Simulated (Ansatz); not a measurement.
A relaxation computed with Ansatz, from input to last step.

```yaml
crystal:
  lattice:
    - [4.462272851, 0.0, 0.0]
    - [0.0, 5.2609076153, 0.0]
    - [0.0, 0.0, 2.9866814872]
  atoms:
    - { symbol: Fe, position: [0.0, 0.0, 0.0] }
    - { symbol: Fe, position: [0.5, 0.5, 0.5] }
    - { symbol: B, position: [0.2507978394, 0.3122281153, 0.0] }
    - { symbol: B, position: [0.7492021606, 0.6877718847, 0.0] }
    - { symbol: B, position: [0.7507978394, 0.1877718847, 0.5] }
    - { symbol: B, position: [0.2492021606, 0.8122281153, 0.5] }
    - { symbol: B, position: [0.3387914625, 0.1263921374, 0.5] }
    - { symbol: B, position: [0.6612085375, 0.8736078626, 0.5] }
    - { symbol: B, position: [0.8387914625, 0.3736078626, 0.0] }
    - { symbol: B, position: [0.1612085375, 0.6263921374, 0.0] }
basis:
  ecutwfc: 420
kpoints:
  mp_grid: { grid: [8, 8, 12] }
hamiltonian:
  xc: pbesol
scf:
  occupations: { method: gaussian, width: 0.1 }
output:
  forces: true
  stress: true
  eigenvalues: true
  write_density: true
  write_potential: true
  elf: true
  volumetric_format: npy
relax:
  adjacent_minimum: "off"
  f_tol: 0.005
  max_steps: 80
  cell: { stress_tol: 0.05 }
```

```bash
ansatz run input.yaml --threads 2 --pin off --max-ram 5120MiB --backend cpu --events-out ev --progress --plain --runs-dir out
```

Theory: Ansatz 0.2.0, DFT PBEsol, scalar-relativistic, plane waves, PAW.

Of 6 frames 5 are shown, positions in Å and forces in eV/Å; the SCF threshold varies from step to step. Steps run on the plane waves of an earlier cell, with a Pulay correction in the pressure. The basis is chosen afresh for the last frame, the zero of the energies, and at times for earlier ones too; energy and pressure step there, also at an unchanged geometry.

```xyz
10
Lattice="4.4623 0.0000 0.0000 0.0000 5.2609 0.0000 0.0000 0.0000 2.9867" Properties=species:S:1:pos:R:3:forces:R:3 pbc="T T T" step=1 free_energy_over_end_meV_per_atom=0.03 pressure_GPa=0.25
Fe    0.0000    0.0000    0.0000    0.0000    0.0000    0.0000
Fe    2.2311    2.6305    1.4933    0.0000    0.0000    0.0000
B     1.1191    1.6426    0.0000   -0.0056    0.0207    0.0000
B     3.3431    3.6183    0.0000    0.0056   -0.0207    0.0000
B     3.3503    0.9879    1.4933   -0.0056   -0.0207    0.0000
B     1.1120    4.2731    1.4933    0.0056    0.0207    0.0000
B     1.5118    0.6649    1.4933   -0.0227   -0.0113    0.0000
B     2.9505    4.5960    1.4933    0.0227    0.0113    0.0000
B     3.7429    1.9655    0.0000   -0.0227    0.0113    0.0000
B     0.7194    3.2954    0.0000    0.0227   -0.0113    0.0000
10
Lattice="4.4638 0.0000 0.0000 0.0000 5.2600 0.0000 0.0000 0.0000 2.9880" Properties=species:S:1:pos:R:3:forces:R:3 pbc="T T T" step=2 free_energy_over_end_meV_per_atom=0.02 pressure_GPa=0.13
Fe    0.0000    0.0000    0.0000    0.0000    0.0000    0.0000
Fe    2.2319    2.6300    1.4940    0.0000    0.0000    0.0000
B     1.1192    1.6427    0.0000   -0.0029    0.0140    0.0000
B     3.3446    3.6173    0.0000    0.0029   -0.0140    0.0000
B     3.3511    0.9873    1.4940   -0.0029   -0.0140    0.0000
B     1.1127    4.2727    1.4940    0.0029    0.0140    0.0000
B     1.5117    0.6650    1.4940   -0.0175   -0.0027    0.0000
B     2.9521    4.5950    1.4940    0.0175    0.0027    0.0000
B     3.7436    1.9650    0.0000   -0.0175    0.0027    0.0000
B     0.7202    3.2950    0.0000    0.0175   -0.0027    0.0000
10
Lattice="4.4651 0.0000 0.0000 0.0000 5.2592 0.0000 0.0000 0.0000 2.9899" Properties=species:S:1:pos:R:3:forces:R:3 pbc="T T T" step=3 free_energy_over_end_meV_per_atom=0.02 pressure_GPa=-0.05
Fe    0.0000    0.0000    0.0000    0.0000    0.0000    0.0000
Fe    2.2326    2.6296    1.4950    0.0000    0.0000    0.0000
B     1.1187    1.6435    0.0000    0.0004    0.0015    0.0000
B     3.3464    3.6158    0.0000   -0.0004   -0.0015    0.0000
B     3.3513    0.9861    1.4950    0.0004   -0.0015    0.0000
B     1.1138    4.2731    1.4950   -0.0004    0.0015    0.0000
B     1.5106    0.6657    1.4950   -0.0076    0.0037    0.0000
B     2.9546    4.5935    1.4950    0.0076   -0.0037    0.0000
B     3.7431    1.9639    0.0000   -0.0076   -0.0037    0.0000
B     0.7220    3.2953    0.0000    0.0076    0.0037    0.0000
10
Lattice="4.4641 0.0000 0.0000 0.0000 5.2585 0.0000 0.0000 0.0000 2.9902" Properties=species:S:1:pos:R:3:forces:R:3 pbc="T T T" step=4 free_energy_over_end_meV_per_atom=0.01 pressure_GPa=0.04
Fe    0.0000    0.0000    0.0000    0.0000    0.0000    0.0000
Fe    2.2321    2.6293    1.4951    0.0000    0.0000    0.0000
B     1.1184    1.6434    0.0000   -0.0007    0.0011    0.0000
B     3.3457    3.6151    0.0000    0.0007   -0.0011    0.0000
B     3.3505    0.9859    1.4951   -0.0007   -0.0011    0.0000
B     1.1136    4.2727    1.4951    0.0007    0.0011    0.0000
B     1.5096    0.6659    1.4951   -0.0030    0.0020    0.0000
B     2.9546    4.5927    1.4951    0.0030   -0.0020    0.0000
B     3.7416    1.9634    0.0000   -0.0030   -0.0020    0.0000
B     0.7225    3.2952    0.0000    0.0030    0.0020    0.0000
10
Lattice="4.4641 0.0000 0.0000 0.0000 5.2593 0.0000 0.0000 0.0000 2.9902" Properties=species:S:1:pos:R:3:forces:R:3 pbc="T T T" step=6 free_energy_over_end_meV_per_atom=0.00 pressure_GPa=0.00
Fe    0.0000    0.0000    0.0000    0.0000    0.0000    0.0000
Fe    2.2321    2.6296    1.4951    0.0000    0.0000    0.0000
B     1.1181    1.6439    0.0000   -0.0009    0.0005    0.0000
B     3.3460    3.6154    0.0000    0.0009   -0.0005    0.0000
B     3.3502    0.9858    1.4951   -0.0009   -0.0005    0.0000
B     1.1139    4.2735    1.4951    0.0009    0.0005    0.0000
B     1.5091    0.6663    1.4951   -0.0007   -0.0020    0.0000
B     2.9550    4.5930    1.4951    0.0007    0.0020    0.0000
B     3.7411    1.9633    0.0000   -0.0007    0.0020    0.0000
B     0.7230    3.2960    0.0000    0.0007   -0.0020    0.0000
```

It took 74 s on 2 threads of Arm Neoverse V2 (shared host), peak memory 0.63 GiB.

Spin polarisation was left out, and a magnetic state may lie lower.